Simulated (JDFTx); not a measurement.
Al(110) slab cut from bulk Al (space group Fm-3m, indices of the conventional cell, lattice of the Materials Project entry mp-134, not re-optimised): 8 atoms in 8 planes, a 1x1 cell of 11.54 Å² (|a| = 2.856, |b| = 4.039 Å), 9.9 Å between the outermost planes, cell height 26.0 Å, 8×6×1 k mesh, Fermi smearing 0.01 Ha, no spin polarisation.

Profiles through the double layer of this slab, charged, in SCCS (g09 parameters), water, 0.5 M KCl; PBE, GBRV ultrasoft potentials, plane waves to 20/100 Ha, a modified build of JDFTx. z is the height above the outermost atoms, φ the plane-averaged electrostatic potential energy of an electron (zero in the bulk liquid), ρ_b the bound charge of solvent and ions, s the cavity shape function (0 in the solid, 1 in the liquid).

| z (Å) | n (e/Å³) | s | φ (eV) | ρ_b (10⁻³ e/Å³) |
|---|---|---|---|---|
| 0.87 | 0.0798 | 0.00 | -1.800 | 0.00 |
| 1.33 | 0.0370 | 0.00 | -0.937 | 0.03 |
| 1.80 | 0.0138 | 0.00 | -0.215 | 0.49 |
| 2.26 | 0.0047 | 0.05 | -0.011 | 0.56 |
| 2.73 | 0.0016 | 0.55 | 0.013 | 1.07 |
| 3.19 | 0.0005 | 1.00 | 0.012 | 0.58 |
| 3.65 | 0.0002 | 1.00 | 0.011 | 0.20 |
| 4.12 | 0.0001 | 1.00 | 0.010 | 0.07 |
| 4.58 | 0.0000 | 1.00 | 0.009 | 0.02 |
| 5.05 | 0.0000 | 1.00 | 0.008 | 0.01 |
| 5.51 | 0.0000 | 1.00 | 0.007 | 0.00 |
| 5.98 | 0.0000 | 1.00 | 0.007 | 0.00 |
| 6.44 | 0.0000 | 1.00 | 0.006 | 0.00 |
| 6.90 | 0.0000 | 1.00 | 0.005 | 0.00 |
| 7.37 | 0.0000 | 1.00 | 0.005 | 0.00 |
| 7.83 | 0.0000 | 1.00 | 0.004 | 0.00 |

Is the electrode positively or negatively charged, and roughly by how much?

Negatively: σ = -2.3 μC/cm² per face. The liquid's bound charge is of the opposite sign overall, and far from the surface φ decays with the screening length (4.3 Å).
